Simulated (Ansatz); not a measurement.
# 4 guesses for Hf2H and where they end

All numbers below come from Ansatz 0.2.0, DFT PBE, scalar-relativistic, plane waves, PAW. Settings: cutoff 420 eV, Γ-centred meshes spaced at most about 0.3 Å⁻¹, and about 0.25 Å⁻¹ or finer for metals (2π included), Gaussian smearing. No spin polarisation in the final relaxations.

Each guess was relaxed in cell and atoms at zero pressure, within the symmetry of its start. Temperature and zero-point effects are left out. Coordination counts H atoms around Hf (those within 1.25 times the shortest such distance or 1.15 times the sum of covalent radii).

| guess | made from | start group | V start (Å³/atom) | end group | V end (Å³/atom) | coordination at the end | gap on mesh (eV) | E over the lowest end (meV/atom) |
| --- | --- | --- | --- | --- | --- | --- | --- | --- |
| 1 | Ag2O type | P-3m1 | 12.7 | P-3m1 (anti-cadmium iodide) | 15.5 | Hf 3 | 0 | 0 |
| 2 | Mg2Si type | Fm-3m | 20.8 | Fm-3m (anti-fluorite) | 16.4 | Hf 4 | 0 | 684 |
| 3 | MnSn2 type | I4/mcm | 13.6 | ? | ? | ? | ? | ? |
| 4 | random cell | R-3m | 15.9 | R-3m | 16.3 | Hf 1 | 0 | 326 |

Guess 3 as it starts:

```xyz
6
Lattice="-2.9236 2.9236 2.3865 2.9236 -2.9236 2.3865 2.9236 2.9236 -2.3865" Properties=species:S:1:pos:R:3 pbc="T T T"
Hf    3.8533    0.9297    0.0000
Hf    1.9939    0.9297    2.3865
Hf   -0.9297    1.9939    2.3865
Hf    0.9297    1.9939    0.0000
H     0.0000    0.0000    3.5797
H     0.0000    0.0000    1.1932
```

Problem. Fill in the missing row: what does this guess relax into, and where does it rank?

Solution. It ends in space group I4/mcm (No. 140), with a = 5.880 Å, c = 5.500 Å, 15.8 Å³/atom and no gap. It lies 0.36 eV/atom over the lowest end, above guess 4 and below guess 2. Counting H atoms around Hf, this end has Hf 4 and the lowest (guess 1) has Hf 3.

```cif
data_structure
_symmetry_space_group_name_H-M 'P 1'
_symmetry_Int_Tables_number 1
_cell_length_a 4.9846
_cell_length_b 4.9846
_cell_length_c 4.9846
_cell_angle_alpha 107.718
_cell_angle_beta 107.718
_cell_angle_gamma 113.037
_cell_volume 95.06
loop_
_atom_site_label
_atom_site_type_symbol
_atom_site_fract_x
_atom_site_fract_y
_atom_site_fract_z
_atom_site_occupancy
Hf1 Hf 0.17132 0.67132 0.84265 1
Hf2 Hf 0.67132 0.82868 0.50000 1
Hf3 Hf 0.82868 0.32868 0.15735 1
Hf4 Hf 0.32868 0.17132 0.50000 1
H1 H 0.75000 0.75000 0.00000 1
H2 H 0.25000 0.25000 0.00000 1
```

Formation energies are uncorrected and refer to the elements' standard structures at the same level (H₂ as a molecule).

Problem. Is the lowest end bound against the elements?

Solution. Yes: its formation energy is −0.09 eV/atom. A negative formation energy is needed for stability but isn't enough: competing phases decide.

These runs have no spin–orbit coupling, which can matter for Hf. A magnetic state wasn't ruled out in cells without spin, among them P-3m1, R-3m, Fm-3m. With hydrogen, zero-point motion can shift formation energies by some tens of meV/atom. Cells relaxed within their symmetry can be saddle points. A lower structure may well exist outside this small set. Some structure types and database cells were kept out of the candidates from the start, so a known form may be missing.
